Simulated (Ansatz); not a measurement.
Relaxed CdSe (zinc blende):

```
CdSe
1.0
    0.00000     6.19627     6.19627
    3.09814     3.09814     6.19627
    3.09814     3.09814     0.00000
Se Cd
2 2
Direct
  0.00000   0.75000   0.75000
  0.50000   0.75000   0.75000
  0.00000   0.00000   0.00000
  0.50000   0.00000   0.00000
```

A phonon eigenvector at X = (0.5, 0.5, 0.0) is frozen into this cell: atom i moves by Q times the vector below, so Q is the largest atomic displacement, in Å. The cell is held. It is one choice among 2 degenerate patterns. (q is in reciprocal vectors of the primitive cell; the cell shown is doubled to hold the pattern.)

```csv
atom,x,y,z
Se1,0.000,-1.000,0.000
Se2,0.000,1.000,0.000
Cd3,0.488,0.000,0.000
Cd4,-0.488,0.000,0.000
```

Level of theory: PBE (plane waves to 420 eV, PAW, scalar-relativistic; Ansatz, a first-principles code). k mesh 9×9×9 (Γ-centred), Fermi-Dirac smearing 0.05 eV. Energies are smeared free energies. CdSe was relaxed with its symmetry unable to fall. ΔE is measured from the undisplaced structure.

| Q (Å) | ΔE (meV/cell) |
|---|---|
| -0.1000 | 111.2 |
| -0.0833 | 77.1 |
| -0.0667 | withheld |
| -0.0500 | 27.7 |
| -0.0333 | 12.3 |
| -0.0167 | 3.1 |
| 0.0000 | 0.0 |
| 0.0167 | 3.1 |
| 0.0333 | 12.3 |
| 0.0500 | 27.7 |
| 0.0667 | withheld |
| 0.0833 | 77.1 |
| 0.1000 | 111.2 |

Q: Fit an even polynomial form (powers 2, 4) to the given rows and predict ΔE at Q = 0.0667.

A: Least squares on the 11 given rows: ΔE = (11080)·Q² + (3994)·Q⁴, in meV/cell with Q in Å; root-mean-square residual 0.02 meV/cell. At 0.0667 the fit gives 49.4 meV/cell; the calculation gives 49.3 meV/cell, so the interpolation is off by 0.1 (+0.2 %). The quadratic term alone would give 49.3 meV/cell.

(A displaced cell: forces are minus the slopes of the energy, force constants its curvatures, and phonons follow from these.)
